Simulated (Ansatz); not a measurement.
AlN:
```
AlN
1.0
    0.00000     2.18490     2.18490
    2.18490     0.00000     2.18490
    2.18490     2.18490     0.00000
Al N
1 1
Direct
  0.00000   0.00000   0.00000
  0.25000   0.25000   0.25000
```

Relaxed with r²SCAN. Special points in fractions of this cell's reciprocal vectors: Γ (0.000, 0.000, 0.000); X (0.500, 0.000, 0.500); U (0.625, 0.250, 0.625); K (0.375, 0.375, 0.750); L (0.500, 0.500, 0.500); W (0.500, 0.250, 0.750).

Task: List the band energies nearest the valence-band maximum at these points for r²SCAN in the plane-wave PAW code Ansatz.

Result: In eV from the valence-band maximum; about four levels below and three above (degenerate sets whole), none deeper than 8.9 eV; … stands for higher levels left out; points with the same levels are listed once.

```
k              below         above
-  -----------------  ------------
Γ     0.00 0.00 0.00        4.84 …
X  -4.94 -1.81 -1.81   3.94 9.48 …
U  -4.28 -3.65 -1.40  5.83 11.00 …
L  -5.89 -0.49 -0.49  8.18 10.80 …
W  -3.78 -3.49 -2.68  6.71 12.34 …
```

Space group F-43m (zinc blende). The cell was relaxed with r²SCAN under the symmetry of its start.

Potentials: the later of the program's two PAW sets.
